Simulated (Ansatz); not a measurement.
Consider the following.

Co$_{2}$N (space group Pnnm)

```xyz
6
Lattice="4.2236 0.0000 0.0000 0.0000 4.4831 0.0000 0.0000 0.0000 2.7927" Properties=species:S:1:pos:R:3 pbc="T T T"
Co     0.9722     0.7863     1.3963
Co     3.0840     1.4552     0.0000
Co     3.2514     3.6968     1.3963
Co     1.1396     3.0279     0.0000
N      2.1118     2.2415     1.3963
N      0.0000     0.0000     0.0000
```

This relaxed cell (volume V₀) is scaled evenly in all directions, its shape held. The atoms relax within the cell's symmetry.

Computed with PBEsol (plane waves to 420 eV, PAW, scalar-relativistic; Ansatz, a first-principles code). k mesh 11×11×17 (Γ-centred), Fermi-Dirac smearing 0.05 eV. Energies are smeared free energies. Stress and pressure are positive under compression. With the shape held, the modulus is that of even scaling; a crystal free to change shape is softer. Co2N is run without spin polarisation. Co2N was relaxed with its symmetry unable to fall. The zero of ΔE is the relaxed starting cell.

The scan covers V/V₀ from 0.840 to 1.160 in 9 points.

Question: What pressure does the cell carry at V/V₀ = 0.840?

Answer: 73.9 GPa.

Question: What is ΔE at V/V₀ = 0.840?

Answer: 276 meV/atom.

Question: What is ΔE at V/V₀ = 1.160?

Answer: 151 meV/atom.

(A scan under strain: stresses follow from slopes of the energy per volume, elastic moduli from its curvatures.)
